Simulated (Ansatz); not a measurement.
**NaVF₃ in Ansatz, settings compared**

Launch command:

```bash
ansatz run input.yaml --threads 1 --pin off --max-ram 2560MiB --backend cpu --events-out ev --progress --plain --runs-dir out
```

Input:

```yaml
crystal:
  lattice:
    - [4.15214332, 0.0, 0.0]
    - [0.0, 4.15214332, 0.0]
    - [0.0, 0.0, 4.15214332]
  atoms:
    - { symbol: V, position: [0.0, 0.0, 0.0], spin: 2.3 }
    - { symbol: F, position: [0.5, 0.0, 0.0] }
    - { symbol: F, position: [0.0, 0.5, 0.0] }
    - { symbol: F, position: [0.0, 0.0, 0.5] }
    - { symbol: Na, position: [0.5, 0.5, 0.5] }
kpoints:
  mp_grid: { grid: [4, 4, 4], shift: [0, 0, 0] }
magnetization:
  spin_polarized: true
scf:
  occupations: { method: fermi_dirac, width: 0.0143 }
hamiltonian:
  pseudopotentials: { kind: paw }
  xc: r2scan
basis:
  ecutwfc: 500
output:
  forces: true
  stress: true
  eigenvalues: true
```

Origin of the cell: a known structure type with other elements, at an estimated volume, so it need not be a known compound.

Output of this run (shortened):

```
Pseudopotentials: kind: paw
Pseudopotential: V, paw, valence charge 13, recommended cutoff 500 eV (meta_gga), V.paw.azcp
Pseudopotential: F, paw, valence charge 7, recommended cutoff 500 eV (meta_gga), F.paw.azcp
Pseudopotential: Na, paw, valence charge 9, recommended cutoff 500 eV (meta_gga), Na.paw.azcp
Functional definition: r2SCAN
  exchange = r2scan_x(k0 = k0, k1 = k1, a1 = a1)
  correlation = r2scan_c
Crystal: 5 atoms, lattice volume = 71.584 Å³
Basis set: ecut = 500 eV, 1839 PW (Γ), exchange–correlation on 128×128×128 points (64 copies of the dense FFT grid, shifted against one another)
Bands: 28, of which v1, the nominal top of the filled ones, is band 22 counted from 1 (21 counted from 0)
Symmetry: 48 space group operations
[… 13 lines left out …]
Initial density: superposition of atomic densities (chi_scale 0.1, normalization cell, long waves kept (reshape's long-wave potential 0.02 eV rms))
Starting moments: Σ|m| = 2.3 μB on 1 of 5 sites
Functional: x = r2scan, c = r2scan; τ floored in thin density (d = 2e-4 eV/Å³)
SCF iter   1: F=—  HF=-6844.198484 eV  Δρ=1.28e-1  dr2=2.42e1  dr2_τ=1.50e-1  dr2_m=1.14e0  M=3.000 μB ∫|m|=3.070 μB
SCF iter   2: F=—  HF=-6841.458377 eV  Δρ=4.55e-2  dr2=5.70e0  dr2_τ=6.88e-2  dr2_m=4.12e-2  M=3.000 μB ∫|m|=3.038 μB  defer=24  κ⁻¹=1.0e0(r=1)
SCF iter   3: F=—  HF=-6840.830553 eV  Δρ=2.25e-2  dr2=1.28e0  dr2_τ=1.12e-2  dr2_m=1.00e-2  M=3.000 μB ∫|m|=3.031 μB  defer=29  κ⁻¹=4.8e-2(r=2)
SCF iter   4: F=—  HF=-6840.799299 eV  Δρ=1.20e-2  dr2=3.21e-1  dr2_τ=4.34e-3  dr2_m=6.74e-4  M=3.000 μB ∫|m|=3.038 μB  defer=29  κ⁻¹=8.8e-3(r=3)
SCF iter   5: F=—  HF=-6840.777523 eV  Δρ=5.64e-3  dr2=5.97e-2  dr2_τ=1.19e-3  dr2_m=6.09e-4  M=3.000 μB ∫|m|=3.043 μB  defer=28  κ⁻¹=1.3e-3(r=4)
[… 6 lines left out …]
SCF iter  12: F=—  HF=-6840.813466 eV  Δρ=3.63e-5  dr2=3.64e-6  dr2_τ=6.42e-8  dr2_m=5.67e-9  M=3.000 μB ∫|m|=3.039 μB  defer=28  κ⁻¹=8.4e-5(r=6)
SCF iter  13: F=—  HF=-6840.813470 eV  Δρ=1.53e-5  dr2=6.54e-7  dr2_τ=8.13e-9  dr2_m=8.52e-9  M=3.000 μB ∫|m|=3.039 μB  defer=28  κ⁻¹=1.2e-5(r=7)
SCF iter  14: F=—  HF=-6840.813470 eV  Δρ=9.94e-6  dr2=2.33e-7  dr2_τ=4.86e-9  dr2_m=9.82e-10  M=3.000 μB ∫|m|=3.039 μB  defer=28  κ⁻¹=4.1e-6(r=8)
SCF iter  15: F=—  HF=-6840.813470 eV  Δρ=5.23e-6  dr2=3.76e-8  dr2_τ=1.24e-9  dr2_m=7.49e-10  M=3.000 μB ∫|m|=3.039 μB  defer=28  κ⁻¹=1.0e-6(r=8)
SCF iter  16: F=-6840.813470 eV  HF=-6840.813470 eV  Δρ=2.74e-6  dr2=8.87e-9  dr2_τ=3.12e-10  dr2_m=1.30e-10  M=3.000 μB ∫|m|=3.039 μB
SCF 1 converged in 16 iterations: F = -6840.813470 eV  dr2 = 8.87e-9
this state was not tested for a lower state beside it, because the mixer in use, unlike msr1, does not test its closes by its own steps (another_mixer; see scf.mixing.algorithm and scf.lower_state_search)
SCF converged after 16 iterations
Magnetization: 3.0000 μB (23.0000 up, 20.0000 down)
Absolute magnetization: 3.0377 μB (∫|ρ↑−ρ↓|, with the PAW one-centre terms)
Spin contamination: 0.0032 ħ² per cell (⟨S²⟩ above its minimum at these occupations)
Per-site moments (μB) at R_I (Å): [(2.268181, 0.856380), (0.032683, 0.856380), (0.032683, 0.856380), (0.032683, 0.856380), (0.001023, 1.211104)]
Free energy (F): -6840.813470 eV
Harris-Foulkes:  -6840.813470 eV  (|F-HF|=1.22e-8)
Internal energy: -6840.813456 eV  (E = F + TS)
E sigma→0 (E₀):  -6840.813463 eV
Entropy (-TS):   -0.000014 eV (-0.003 meV/atom)
Fermi energy:    7.090598 eV
--- Per-component energies (eV) ---
  E_band       = -630.771724
  E_kinetic    = 1079.471544
  E_local      = -4540.215200  (includes V_loc(G=0)·N_el)
  E_nonlocal   = 298.094182
  E_hartree    = 1774.777238
  E_xc         = -399.579973
  E_vxc        = -586.545823  (∫ρ·V_xc dr)
  E_paw        = -2004.787742  (= ΣΔE_a)
  E_vpaw       = -474.830738  (= ΣTr[D̂ρ^β])
  E_aug_tail   = 0.002895  (compensation charges beyond the density's cutoff)
  E_vtau       = 43.697467  (kinetic-family band-sum trace: ∫τ·v_τ [+ j·A + Jᵃ·Aᵃ] dr)
  E_ewald      = -3048.190178
  E_core_change = -0.386223  (= ΣΔE_core)
[… 4 lines left out …]
  atom   1  V     -0.000000     0.000000     0.000000
  atom   2  F      0.000000    -0.000000    -0.000000
  atom   3  F      0.000000    -0.000000    -0.000000
  atom   4  F      0.000000    -0.000000    -0.000000
  atom   5  Na     0.000000    -0.000000     0.000000
  max |Σ_I F_I| component: 0.0 eV/Å
--- Stress (GPa, compression-positive) ---
       -3.926297       0.000000       0.000000
        0.000000      -3.926297       0.000000
        0.000000       0.000000      -3.926297
  P = ⅓ Tr σ = -3.9263 GPa (-39.263 kbar)
```

The same input was run again with these changes:

1. `hamiltonian.pseudopotentials` { kind: paw } → { kind: paw, source: jth }; `kpoints.mp_grid.shift` [0, 0, 0] → [0.5, 0.5, 0.5]
2. `scf.n_extra_bands` default → 2; `kpoints.mp_grid.shift` [0, 0, 0] → [0.5, 0.5, 0.5]
3. `basis.ecutwfc` 500 → "500 eV"
4. `scf.max_iter` default → 2.5

```json
{"run": "base", "end": "converged", "SCF iterations": "16", "P (GPa)": "-3.93", "max force component (eV/Å)": "0.000", "gap on mesh (eV)": "0.19", "moment (μB)": "3.00", "ΔE(σ→0) (meV/atom)": "0"}
{"run": "1", "end": "converged", "SCF iterations": "16", "P (GPa)": "-3.39", "max force component (eV/Å)": "0.000", "gap on mesh (eV)": "0.93", "moment (μB)": "3.00", "ΔE(σ→0) (meV/atom)": "–"}
{"run": "2", "end": "converged", "SCF iterations": "16", "P (GPa)": "-3.93", "max force component (eV/Å)": "0.000", "gap on mesh (eV)": "0.98", "moment (μB)": "3.00", "ΔE(σ→0) (meV/atom)": "-0.16"}
{"run": "3", "end": "converged", "SCF iterations": "16", "P (GPa)": "-3.93", "max force component (eV/Å)": "0.000", "gap on mesh (eV)": "0.19", "moment (μB)": "3.00", "ΔE(σ→0) (meV/atom)": "0.00"}
{"run": "4", "end": "input refused", "SCF iterations": "0", "P (GPa)": "–", "max force component (eV/Å)": "–", "gap on mesh (eV)": "–", "moment (μB)": "–", "ΔE(σ→0) (meV/atom)": "–"}
```

Energies are compared only where functional, datasets, charge and starting cell are the same.

Caveats of the base run: one start, so the magnetic state may not be the lowest.

Run 1: the cutoff lies below the datasets' advice.

The base run ran for 12 s on 1 thread of Arm Neoverse V1, with other jobs on the host, peak memory 0.49 GiB, from the program's own first density.
